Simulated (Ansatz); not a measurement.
# Structures of Ba$_{2}$Al: which is lowest?

Plane-wave DFT in Ansatz with scalar-relativistic PAW potentials, cutoff 420 eV, Γ-centred meshes chosen by cell and gap, Gaussian smearing with energies taken to zero width. Every cell was relaxed (cell and atoms) in a run of its own, within the symmetry of its start. Functional: PBE.

Relaxed structures (starts from databases or built by putting these elements on another compound's sites):
A. Fm-3m, 3 atoms in the computed cell, a = 8.320 Å; sites (symmetry × multiplicity) Ba -43m × 8, Al m-3m × 4; start: built
B. I4/mcm, 6 atoms in the computed cell, a = 8.374 Å, c = 7.811 Å; sites (symmetry × multiplicity) Ba m.2m × 8, Al 422 × 4; start: built

Q: Rank them by energy. Could pressure change the order?

A:
| structure | group | E − E(lowest) (meV/atom) | V (Å³/atom) | gap on mesh (eV) |
| --- | --- | --- | --- | --- |
| B | I4/mcm | 0.0 | 45.64 | 0.00 |
| A | Fm-3m | 39 | 47.99 | 0.00 |

B is lowest, 39 meV/atom under A. The lowest is also the densest of these, so pressure wouldn't bring one of the others in at first order. Other structures may lie lower than all of these, and vibrations aren't counted.

Spin-orbit coupling is left out, which matters for the bands of heavy elements.